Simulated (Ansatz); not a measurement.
A relaxed cell of Ga3B2As5 is given with its symmetry left out. The cell was found from a structure generator's guess, not taken from experiment.

Theory: Ansatz, DFT PBE, scalar-relativistic, plane waves, PAW. Cutoff 420 eV, Γ-centred mesh, Gaussian smearing, no spin polarisation.

```yaml
crystal:
  lattice:
    - [-1.87998, 1.87998, 13.72731]
    - [1.87998, -1.87998, 13.72731]
    - [1.87998, 1.87998, -13.72731]
  atoms:
    - { symbol: Ga, position: [0.88915, 0.88915, 0.00000] }
    - { symbol: Ga, position: [0.50000, 0.50000, 0.00000] }
    - { symbol: Ga, position: [0.11085, 0.11085, 0.00000] }
    - { symbol: B, position: [0.70840, 0.70840, 0.00000] }
    - { symbol: B, position: [0.29160, 0.29160, 0.00000] }
    - { symbol: As, position: [0.33293, 0.83293, 0.50000] }
    - { symbol: As, position: [0.94446, 0.44446, 0.50000] }
    - { symbol: As, position: [0.55554, 0.05554, 0.50000] }
    - { symbol: As, position: [0.16707, 0.66707, 0.50000] }
    - { symbol: As, position: [0.75000, 0.25000, 0.50000] }
```

The zero of energy is the elements' standard structures at the same level; no fitted shifts are applied.

Question: Find its symmetry and describe it.

Answer: I-4m2 (No. 119), with Ga and B ordered on zinc blende sites. Conventional cell: a = 3.760 Å, c = 27.455 Å. Ga on a site of symmetry 2mm has 4 As at 2.42–2.43 Å; Ga on a site of symmetry -4m2 has 4 As at 2.42 Å; around B lie 4 As at 2.20 Å; As on a site of symmetry 2mm has 2 B at 2.20 Å and 2 Ga at 2.43 Å; 2 more sites not described.

Question: How far does it lie from the elements in energy?

Answer: −0.055 eV/atom. It lies below the elements, which doesn't yet make it stable against other compounds or structures.

Question: Is it a metal?

Answer: No, the gap on the 14×14×14 mesh is 0.24 eV.

The last run used a 14×14×14 mesh for its 10-atom cell and Gaussian smearing of 0.01 eV. Kohn–Sham gaps at this level usually fall short of measured ones. The reference form of As is held partly by dispersion forces, which this level lacks. Small gaps are read on the mesh alone, and bands can cross between its points. A structure relaxed within its symmetry needn't be a true minimum.
